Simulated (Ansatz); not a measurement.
One input, then a changed one: LaIn

First run: DFT, PBEsol, all-electron LAPW, scalar-relativistic (Ansatz 0.2.0).

Command: `ansatz run input.yaml --threads 1 --pin off --max-ram 2048MiB --backend cpu --events-out ev --progress --plain --runs-dir out` It took 14 s on 1 thread of Intel(R) Xeon(R) 6975P-C (Granite Rapids), on a shared host, peak memory 0.43 GiB.

```yaml
crystal:
  lattice:
    - [3.8954881526, 0.0, 0.0]
    - [0.0, 3.8954881526, 0.0]
    - [0.0, 0.0, 3.8954881526]
  atoms:
    - { symbol: La, position: [0.5, 0.5, 0.5] }
    - { symbol: In, position: [0.0, 0.0, 0.0] }
kpoints:
  mp_grid: { grid: [11, 11, 11] }
  band_path:
    path:
      - [0.0, 0.0, 0.0]
      - [0.0, 0.5, 0.0]
      - [0.5, 0.5, 0.0]
      - [0.0, 0.0, 0.0]
      - [0.5, 0.5, 0.5]
      - [0.0, 0.5, 0.0]
      - [0.5, 0.5, 0.5]
      - [0.5, 0.5, 0.0]
    npoints: 14
scf:
  occupations: { method: fermi_dirac, width: 0.05 }
hamiltonian:
  xc: pbesol
  pseudopotentials: { kind: all_electron, lapw: { basis_error: 0.0005 } }
output:
  forces: true
  stress: true
  eigenvalues: true
  populations: true
```

The cell comes from a relaxation on PAW files under the same functional, begun from a database entry that needn't be the ground state.

It converges in 9 SCF iterations at a pressure of -0.01 GPa.

The input is then changed:

```diff
   occupations: { method: fermi_dirac, width: 0.05 }
+  n_extra_bands: 2
 hamiltonian:
```

Problem. What does the second run give?

Solution. It converges in 9 SCF iterations at a pressure of -0.01 GPa, free energy 0.0 meV/atom against the first run's.
